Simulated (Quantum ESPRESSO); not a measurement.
## Ge6CSi (a curve over one atom's position)

A calculation, not a measurement. The program is pw.x of Quantum ESPRESSO 7.5 (plane-wave density functional theory). The cell is made up: 8 atoms on a zincblende/diamond lattice, with randomly drawn elements, strain and displacements, not relaxed. PseudoDojo standard norm-conserving files (v0.5 for PBE, v0.4.1 for LDA and PBEsol) set the functional; there is no spin polarisation, spin-orbit coupling or dispersion term, and the masses in the input are unused placeholders.

Seven runs move atom 6 (Ge, counted in the order of the input) along x and keep all else fixed.

Input of the run at +0.0203:

```
&control calculation='scf', pseudo_dir='./dojo.nc.sr.pbe.v0_5.standard.upf', outdir='./o', disk_io='medium', tprnfor=.true., tstress=.true. /
&system ibrav=0, nat=8, ntyp=3, nbnd=56, ecutwfc=82.02448710, nosym=.true., tot_charge=0,
 occupations='smearing', smearing='fd', degauss=0.0073498644
/
&electrons conv_thr=7.350e-09, electron_maxstep=60, /
ATOMIC_SPECIES
C 1.0 C.upf
Ge 1.0 Ge.upf
Si 1.0 Si.upf
CELL_PARAMETERS angstrom
5.5414 0.0 0.0
0.0 5.5414 0.0
0.0 0.0 5.5414
ATOMIC_POSITIONS angstrom
Ge -0.0479 -0.0348 -0.0066
Ge 0.0214 2.7765 2.7924
C 2.8553 0.0119 2.8084
Si 2.7828 2.8011 0.0629
Ge 1.3032 1.3145 1.3874
Ge 1.4562 4.129 4.1199
Ge 4.0695 1.3973 4.1329
Ge 4.1364 4.2267 1.4182
K_POINTS automatic
6 6 6 1 1 1
```

```
shift of atom 6 along x (Å)  free energy less that of the input shown (eV)  Fx on atom 6 (eV/Å)  Fy on atom 6 (eV/Å)  Fz on atom 6 (eV/Å)  pressure (GPa)  iterations
                    -0.1761                                         0.4631                3.413                1.337                0.398           -0.59          10
                    -0.1597                                         0.4086                3.240                1.348                0.334           -0.69          10
                    -0.1291                                         0.3144                2.914                1.372                0.213           -0.87          10
                    -0.0375                                         0.0929                1.921                1.475               -0.164           -1.29          10
                    +0.0203                                         0.0000                1.292                1.561               -0.413           -1.48          10
                    +0.0591                                        -0.0420                0.873                1.628               -0.584           -1.57          10
                    +0.1225                                        -0.0760                0.202                1.754               -0.872           -1.66          10
```

A cubic fit gives dFx/dx = -10.88 eV/Å² at zero shift. Across the table the free energy follows the integral of the force to within 0.1 meV. A rerun of one of the cells at 1347 eV and a 8 x 8 x 8 mesh moved values by no more than 0.002 eV in energy, 0.03 GPa in stress and 0.011 eV/Å in force.